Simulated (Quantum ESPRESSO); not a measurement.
# Band energies of Mg₂VN₃

```
Mg2VN3
1.0
    4.93598    -2.89972     0.00000
    4.93598     2.89972     0.00000
    0.00000     0.00000     5.04315
N Mg V
6 4 2
Cartesian
  6.40591  -1.83511   4.51004
  3.46604   1.83511   1.98846
  3.46604  -1.83511   4.51004
  6.40591   1.83511   1.98846
  4.93598   0.79267   4.27720
  4.93597  -0.79267   1.75562
  6.56504  -1.93916   2.40367
  3.30691   1.93916   4.92524
  3.30691  -1.93916   2.40367
  6.56504   1.93916   4.92524
  4.93598   0.94971   2.43120
  4.93598  -0.94971   4.95278
```

PBEsol (pw.x of Quantum ESPRESSO, ONCV potentials, scalar-relativistic); path ΓXSRAZΓYX1A1TY,ZT; energies in eV from the valence-band maximum.

```
k (1/Å)  point  band 44  band 45  band 46  band 47  band 48  band 49  band 50  band 51
-------  -----  -------  -------  -------  -------  -------  -------  -------  -------
0.00         Γ    -1.29    -1.29    -1.15    -1.12    -0.87     2.07     2.28     2.60
0.24              -1.43    -1.41    -0.99    -0.89    -0.60     2.07     2.32     2.45
0.73         X    -1.44    -1.10    -0.86    -0.79    -0.17     2.06     2.21     2.55
0.73         S    -1.41    -1.10    -1.09    -0.56    -0.34     2.20     2.24     2.34
1.14              -1.07    -0.85    -0.85    -0.41    -0.34     2.37     2.51     2.70
1.35         R    -1.02    -0.70    -0.70    -0.41    -0.41     2.50     2.50     2.85
1.35         A    -0.82    -0.80    -0.80    -0.46    -0.46     2.57     2.57     2.78
1.53              -0.84    -0.75    -0.75    -0.48    -0.48     2.62     2.62     2.76
1.72              -1.27    -0.72    -0.72    -0.25    -0.25     2.61     2.61     2.73
2.08         Z    -1.96    -0.71    -0.71     0.00     0.00     2.48     2.48     2.64
2.39              -1.61    -1.21    -0.55    -0.50    -0.34     2.26     2.33     2.59
2.55              -1.42    -1.29    -0.95    -0.80    -0.67     2.16     2.25     2.60
2.70         Γ    -1.29    -1.29    -1.15    -1.12    -0.87     2.07     2.28     2.60
2.86              -1.48    -1.26    -1.03    -0.95    -0.88     2.06     2.24     2.67
3.02              -1.56    -1.25    -1.04    -0.77    -0.66     2.01     2.17     2.80
3.34         Y    -1.42    -1.25    -1.13    -0.54    -0.30     1.88     2.08     2.96
3.52              -1.33    -1.16    -1.15    -0.62    -0.25     1.94     2.13     2.81
3.69        X1    -1.44    -1.10    -0.86    -0.79    -0.17     2.06     2.21     2.55
3.85              -1.39    -1.04    -0.85    -0.73    -0.20     2.12     2.30     2.55
4.01              -1.26    -0.87    -0.80    -0.64    -0.25     2.28     2.46     2.57
4.32        A1    -0.82    -0.80    -0.80    -0.46    -0.46     2.57     2.57     2.78
4.67         T    -1.12    -0.85    -0.85    -0.30    -0.30     2.49     2.49     2.84
4.80              -1.14    -0.93    -0.87    -0.36    -0.26     2.37     2.50     2.76
5.05              -1.27    -1.20    -1.11    -0.40    -0.36     2.14     2.16     2.83
5.17              -1.39    -1.23    -1.14    -0.50    -0.32     1.97     2.09     2.92
5.30         Y    -1.42    -1.25    -1.13    -0.54    -0.30     1.88     2.08     2.96
5.30         Z    -1.96    -0.71    -0.71     0.00     0.00     2.48     2.48     2.64
5.42              -1.79    -0.75    -0.75    -0.01    -0.01     2.45     2.45     2.69
5.68              -1.28    -0.90    -0.90    -0.14    -0.14     2.43     2.43     2.85
5.93         T    -1.12    -0.85    -0.85    -0.30    -0.30     2.49     2.49     2.84
```

The PBEsol gap is indirect, 1.88 eV, from Z to Y; the smallest direct gap is 2.19 eV.

The 3d shell has no Hubbard U; the runs are without spin polarisation, and magnetic order was not tried.

Geometry of the Materials Project entry, not relaxed at this level.

The structure is a Materials Project entry; no match was found in the copy of COD used, and its stability was not checked.

Letters of k points follow the standard setting of the lattice, whose axes may be ordered differently from the printed cell.
